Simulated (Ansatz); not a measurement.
One crystal and one scan (energy against volume) at two levels, PBE (plane waves to 420 eV, PAW, scalar-relativistic; Ansatz, a quantum-chemistry and plane-wave program) and r2SCAN (plane waves to 500 eV, PAW, scalar-relativistic; Ansatz), each from its own relaxed cell and on its own mesh. The cell shown is that of PBE.

LaTl (CsCl type)

```xyz
2
Lattice="3.9944 0.0000 0.0000 0.0000 3.9944 0.0000 0.0000 0.0000 3.9944" Properties=species:S:1:pos:R:3 pbc="T T T"
La     0.0000     0.0000     0.0000
Tl     1.9972     1.9972     1.9972
```

The volume is varied about the relaxed value V₀ at fixed cell shape. Symmetry pins the atoms to their sites.

Energies are smeared free energies. LaTl is run without spin polarisation. LaTl was relaxed with its symmetry unable to fall. Spin-orbit coupling is left out, though Tl is heavy. Percentages come from the unrounded values. Both scans cover V/V₀ from 0.940 to 1.060.

```json
[
 {"quantity": "Lattice constant a (Å)", "PBE": "3.994", "r2SCAN": "3.977", "PBE − r2SCAN": "+0.017 (+0.4 %)"},
 {"quantity": "Pressure at the smallest volume (GPa)", "PBE": "3.3", "r2SCAN": "3.7", "PBE − r2SCAN": "-0.4 (-10 %)"},
 {"quantity": "Energy cost of the largest compression (meV/atom)", "PBE": "19", "r2SCAN": "20", "PBE − r2SCAN": "-1"},
 {"quantity": "Energy cost of the largest expansion (meV/atom)", "PBE": "15", "r2SCAN": "16", "PBE − r2SCAN": "-1"},
 {"quantity": "Bulk modulus B₀ (third-order Birch-Murnaghan fit) (GPa)", "PBE": "46.7", "r2SCAN": "51.5", "PBE − r2SCAN": "-4.8 (-9.4 %)"},
 {"quantity": "Pressure derivative B₀′ (fit)", "PBE": "4.5", "r2SCAN": "4.4", "PBE − r2SCAN": "+0.1 (+1 %)"},
 {"quantity": "Pressure for 5 % compression (fit) (GPa)", "PBE": "2.7", "r2SCAN": "3.0", "PBE − r2SCAN": "-0.3 (-9 %)"}
]
```

PBE gives the higher value for: lattice constant a. PBE gives the lower value for: pressure at the smallest volume; bulk modulus B₀; pressure for 5 % compression. They agree on: pressure derivative B₀′ (within 1.5 %). Neither level is exact: the differences show how much the result hangs on the functional.

ΔE (meV/atom), each from the relaxed starting cell of its own level:

```tsv
V/V₀	PBE	r2SCAN
0.940	19	20
0.950	13	14
0.960	8	9
0.970	4	5
0.980	2	2
0.990	0	1
1.000	0	0
1.010	0	0
1.020	2	2
1.030	4	4
1.040	7	8
1.050	11	12
1.060	15	16
```

(Under strain, the slope of the energy per volume gives the stress and its curvature an elastic modulus.)
